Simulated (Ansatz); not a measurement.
TaTe (CsCl type) was relaxed and computed twice in Ansatz (plane waves, PAW), once with PBEsol and once with r²SCAN.

```csv
,run 1,run 2
cell,"a = b = c = 3.3772 Å, α = β = γ = 90.00°","a = b = c = 3.4042 Å, α = β = γ = 90.00°"
ΔH_f (eV/atom),0.10,0.22
B₀ by P(V) fit (GPa),161,153
K_Hill (GPa),161,154
G_Hill (GPa),95.2,93.8
Θ_D (K),330,329
```

Which run used which functional?

Run 1 is PBEsol, run 2 is r²SCAN.

Typed or built starts, not in the databases checked: TaTe, CsCl type. All cells were relaxed under the symmetry of their starts (and spin orders); stability against distortions was not tested throughout. Rows with no word on spin ran without spin polarisation. Scalar-relativistic: spin–orbit coupling is off unless named, which matters more the heavier the elements.

Potentials: the later of the program's two PAW sets.

Ansatz (a program for electronic structure) is a plane-wave DFT program.

Formation energies count from the lowest solids of the elements computed at the same level, not from gases.
